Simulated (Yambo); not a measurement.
RPA spectrum of CdSe (zinc blende, space group F-43m, No. 216) on PBEsol bands in Yambo (8×8×8 mesh, 50 bands, 4 Ry local-field block, 0.2 eV broadening; field along x). CGrdSpXd merges neighbouring transition energies to save time; the report line [X-CG] gives the poles kept by one of the 4 MPI tasks, and where the merging fails may depend on that split.

```json
[
 {"CGrdSpXd asked (%)": "100", "share reached (%)": "100", "poles used (one task)": "1945", "static ε": "14.3", "largest change of Im ε (% of its maximum)": "0.0", "rough time": "1"},
 {"CGrdSpXd asked (%)": "70", "share reached (%)": "69", "poles used (one task)": "1358", "static ε": "14.3", "largest change of Im ε (% of its maximum)": "0.1", "rough time": "within a factor of two"},
 {"CGrdSpXd asked (%)": "30", "share reached (%)": "29", "poles used (one task)": "578", "static ε": "14.3", "largest change of Im ε (% of its maximum)": "3.8", "rough time": "within a factor of two"},
 {"CGrdSpXd asked (%)": "15", "share reached (%)": "2", "poles used (one task)": "42", "static ε": "15.1", "largest change of Im ε (% of its maximum)": "80", "rough time": "about 1/3"},
 {"CGrdSpXd asked (%)": "5", "share reached (%)": "2", "poles used (one task)": "42", "static ε": "15.1", "largest change of Im ε (% of its maximum)": "80", "rough time": "about 1/3"}
]
```

All runs end normally. In the runs at 15 %, 5 % few poles are left or the spectrum changes by over a quarter of its peak, and no warning says so. Times are rough ratios from shared machines. The k mesh wasn't tested; the rows compare only with each other.

Spin-orbit coupling is not included.

Geometry relaxed with PBEsol; primitive cell a = b = c = 4.3013 Å, α = β = γ = 60.00°.
